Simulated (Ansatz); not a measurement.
The geometry is COD entry 1531830, unchecked; take it as a test cell. The listed cell was then made from it by scaling, straining or moving an atom.

An input for TiSb: DFT, LDA, all-electron PAW with datasets made for the crystal, scalar-relativistic (Ansatz 0.2.0).

Command: `ansatz run input.yaml --threads 1 --pin off --max-ram 4096MiB --backend cpu --events-out ev --progress --plain --runs-dir out` The run took 42 s on 1 thread of Arm Neoverse V1, with other jobs on the host, peak memory 0.82 GiB.

```yaml
crystal:
  lattice:
    - [4.11693144, 0.0, 0.0]
    - [-2.0584657201, 3.5653672127, 0.0]
    - [0.0, 0.0, 6.3044759009]
  atoms:
    - { symbol: Ti, position: [0.0, 0.0, 0.0] }
    - { symbol: Ti, position: [0.0, 0.0, 0.5] }
    - { symbol: Sb, position: [0.3333333333, 0.6666666667, 0.25] }
    - { symbol: Sb, position: [0.6666666667, 0.3333333333, 0.75] }
kpoints:
  mp_grid: { grid: [12, 12, 7] }
scf:
  occupations: { method: fermi_dirac, width: 0.03 }
hamiltonian:
  xc: lda
  pseudopotentials: { kind: all_electron, datasets: crystal }
output:
  forces: true
  stress: true
  eigenvalues: true
  efg: { contact_densities: true }
```

The results part of the log:

```
SCF 1 converged in 11 iterations: F = -398809.353016 eV  dr2 = 1.54e-8
  Residual-converged pass: ⟨swp⟩=3.8  Hψ=7230  notcnv=0  max |occ|·‖R‖ = 6.6e-6 eV (tolerance 6.7e-6 eV)  dr2=1.37e-8  dr2_onsite=4.87e-9  max |Δocc| = 7.2e-10
  greatest PAW one-centre occupation: 0.997 electrons in one spin orbital (limit 2), on the Ti atom at site 1 (counted from 0), in its partial waves of l = 0
SCF converged after 11 iterations
Free energy (F): -398809.353016 eV
Harris-Foulkes:  -398809.353016 eV  (|F-HF|=9.84e-9)
Internal energy: -398809.340952 eV  (E = F + TS)
E sigma→0 (E₀):  -398809.346984 eV
Entropy (-TS):   -0.012064 eV (-3.016 meV/atom)
Past the cutoff: the bands carry plane waves up to 1.75 times it, of which those up to 1.5 times it add -0.000354 eV an atom, each by itself; the spheres take 0.000542 eV an atom off the energy for waves past 1.75 times it
By the cutoff:   a pressure is off by up to 0.009 GPa (1.2 times the spheres' own share and the shells' term, over an atom's volume, and 0.004 GPa: a bound that held against runs at twice the plane waves)
Past the cutoffs: a stress includes 0.0021 GPa for waves and charges beyond them, in addition to the slope of what the spheres take
In the spheres:  the bands' charges fall short by 3.6e-7 e at most (sound up to 1e-3)
Fermi energy:    13.152050 eV
--- Per-component energies (eV) ---
  The terms above E_closure are by the made datasets' own strengths, without shells solved beside the bands.
--- Forces (eV/Å), atoms counted from 1 ---
  atom   1  Ti     0.00000000    -0.00000000     0.00000000
  atom   2  Ti    -0.00000000    -0.00000000     0.00000000
  atom   3  Sb    -0.00000000    -0.00000000     0.00000000
  atom   4  Sb     0.00000000     0.00000000     0.00000000
  max |Σ_I F_I| component: 9.25e-18 eV/Å
--- Stress (GPa, compression-positive) ---
       -8.924282       0.000000       0.000000
        0.000000      -8.924282       0.000000
        0.000000       0.000000      -9.595384
  P = ⅓ Tr σ = -9.1480 GPa (-91.480 kbar)
--- PAW observables at the nuclei: V_zz in 10²¹ V/m², potentials from the cell's mean, atoms counted from 1 ---
  atom   1  Ti V_zz =    -5.532699   η = 0.0000   by run symmetry: allowed
            electrostatic potential = -2526.662087 V   contact ρ = 56462.172746 e/Å³
  atom   2  Ti V_zz =    -5.532699   η = 0.0000   by run symmetry: allowed
            electrostatic potential = -2526.662087 V   contact ρ = 56462.172746 e/Å³
  atom   3  Sb V_zz =    +3.190674   η = 0.0000   by run symmetry: allowed
            electrostatic potential = -8406.874591 V   contact ρ = 1344566.189677 e/Å³
  atom   4  Sb V_zz =    +3.190674   η = 0.0000   by run symmetry: allowed
            electrostatic potential = -8406.874591 V   contact ρ = 1344566.189677 e/Å³
--- Band table (eV; the first three rows and the last of 76) ---
  k-point 0: bands = ["-43.7212", "-43.7052", "-20.3679", "-20.3679", "-20.3494", "-20.3494", "-20.2237", "-20.0481", "-15.3468", "-15.3468", "-15.3262", "-15.3262", "-15.3191", "-15.3149", "-15.3141", "-15.3141", "-15.3055", "-15.3055", "2.0439", "4.2090", "8.0178", "10.6862", "10.6862", "12.1256", "12.8769", "12.8769", "13.1261", "13.1261", "14.0384", "14.0384", "14.3235", "14.3235", "14.7513", "15.7976", "16.7498"]
  k-point 1: bands = ["-43.7204", "-43.7060", "-20.3670", "-20.3670", "-20.3503", "-20.3503", "-20.2151", "-20.0569", "-15.3458", "-15.3458", "-15.3273", "-15.3273", "-15.3189", "-15.3151", "-15.3137", "-15.3137", "-15.3059", "-15.3059", "2.1136", "4.0157", "8.3204", "10.7525", "10.7525", "12.1034", "12.7927", "12.7927", "12.9226", "12.9226", "13.9459", "13.9459", "14.3968", "14.7257", "14.7257", "15.4676", "17.0470"]
  k-point 2: bands = ["-43.7182", "-43.7082", "-20.3644", "-20.3644", "-20.3528", "-20.3528", "-20.1910", "-20.0815", "-15.3429", "-15.3429", "-15.3301", "-15.3301", "-15.3183", "-15.3157", "-15.3124", "-15.3124", "-15.3071", "-15.3071", "2.3196", "3.5753", "9.0800", "10.9497", "10.9497", "11.8522", "12.2324", "12.2324", "13.0549", "13.0549", "13.7526", "13.7526", "13.8873", "14.8811", "15.4247", "15.4247", "17.2592"]
  k-point 75: bands = ["-43.7141", "-43.7106", "-20.3707", "-20.3707", "-20.3648", "-20.3648", "-20.1555", "-20.1174", "-15.3406", "-15.3366", "-15.3366", "-15.3355", "-15.3116", "-15.3116", "-15.3072", "-15.3072", "-15.3054", "-15.3033", "4.0860", "4.0860", "9.1150", "9.1150", "9.3982", "9.9411", "11.2761", "11.2761", "13.3945", "13.3945", "13.5414", "13.8080", "14.3502", "14.3502", "14.4954", "14.4954", "17.1457"]
```
